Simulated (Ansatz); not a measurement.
## Computed properties of B

B:
```xyz
6
Lattice="4.1444 0.0000 0.0000 0.0000 4.1444 0.0000 0.0000 0.0000 4.1444" Properties=species:S:1:pos:R:3 pbc="T T T"
B      0.8096     2.0722     2.0722
B      3.3349     2.0722     2.0722
B      2.0722     0.8096     2.0722
B      2.0722     3.3349     2.0722
B      2.0722     2.0722     0.8096
B      2.0722     2.0722     3.3349
```

Space group Pm-3m (No. 221); conventional cell a = b = c = 4.1444 Å, α = β = γ = 90.00°.

Method: DFT-PBEsol in the program Ansatz with PAW potentials. Geometry: relaxed at this level of theory. Other levels are named where they apply.

Cell and energy:

- Volume per atom = 11.86 Å³
- Density = 1.51 g/cm³

Electronic structure:

* **Electronic character**: metallic (no gap)
* **Density of states at the Fermi level**: 0.66 states/eV per atom (mean over ±0.08 eV)

Mechanics:

- Bulk modulus (Birch–Murnaghan fit): 128 GPa
- Pressure derivative B′: 3.4
- Elastic constants (relaxed ions, GPa): C11 = 160, C12 = 111, C44 = 26.2
- Mechanical stability: stable (all eigenvalues of C positive)
- Hill bulk and shear moduli: 127 and 25.5 GPa
- Young's modulus: 71.6 GPa
- Poisson's ratio: 0.41
- Debye temperature from the elastic constants: 607 K

Phonons:

Highest zone-centre frequency: 1306 cm^-1
Zone-centre stability: no imaginary mode at Γ

The start of the workflow was typed in or built on a structure type; neither database checked (COD, Materials Project) lists it. It is not the phase usual at ambient conditions (space group No. 166). The cell was relaxed with PBEsol under the symmetry of its start. As this level gives no gap, shear constants depend on the k-mesh and smearing (Fermi–Dirac, 0.1 eV here). As this level gives no gap, phonon frequencies hold no LO–TO term and depend on the k-mesh and smearing (Fermi–Dirac, 0.1 eV here).

Potentials: the later of the program's two PAW sets.
